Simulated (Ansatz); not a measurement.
## HfNb3O3: rattling a relaxed structure

The cell was found from a structure generator's guess, not taken from experiment.

All numbers below come from DFT PBE, scalar-relativistic, plane waves, PAW (Ansatz). Plane waves to 420 eV, a k mesh through Γ of 8×8×8 on the computed 7-atom cell and Gaussian smearing (0.10 eV); no spin polarisation.

The cell below (7 atoms, space group Cm (No. 8)) is relaxed within its symmetry.

```yaml
crystal:
  lattice:
    - [3.39735, -3.39326, 0.00697]
    - [3.39735, 3.39326, 0.00697]
    - [-3.36251, 0.00000, 4.49981]
  atoms:
    - { symbol: Hf, position: [0.12066, 0.12066, 0.03733] }
    - { symbol: Nb, position: [0.46068, 0.46068, 0.88858] }
    - { symbol: Nb, position: [0.81009, 0.23337, 0.46724] }
    - { symbol: Nb, position: [0.23337, 0.81009, 0.46724] }
    - { symbol: O, position: [0.67883, 0.09102, 0.71633] }
    - { symbol: O, position: [0.09102, 0.67883, 0.71633] }
    - { symbol: O, position: [0.85911, 0.85911, 0.13485] }
```

For the test it was strained at random (σ = 1.5 % a component), the atoms were moved at random (σ = 0.05 Å), and all was relaxed again on a coarse 6×6×6 mesh (in the run’s order of axes) with 0.20 eV smearing, with no symmetry imposed.

These runs have no spin–orbit coupling, which can matter for Hf. An odd number of electrons in the primitive cell allows no gap without spin; a larger cell or a magnetic state could open one. The cell is a metal run without spin; a magnetic state may lie lower.

Question: Is the structure stable against such a distortion?

Answer: It returns, within 1 meV/atom of the unmoved cell on that mesh and with the same symmetry when read at 0.1 Å. No instability shows in this cell; modes of other wave vectors, which need another repeat, aren't tested.
